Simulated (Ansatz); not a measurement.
An element in the fcc structure gives these cold pressures by all-electron LAPW under PBEsol (Ansatz 0.2.0, scalar-relativistic, no spin polarisation).

```tsv
V (Å³/atom)	P (GPa)
16.66	-0.02
15.66	8.76
14.66	21.9
13.33	49.8
12.00	98.0
10.66	183.3
9.16	367.2
7.50	823.1
```

Problem. Which element is it?

Solution. Ag. Its zero-pressure volume in this structure is near 16.7 Å³/atom; the volume and the steepness of P(V) together point to it, though neighbours can come close. Other candidates weren't computed, and some may come near.
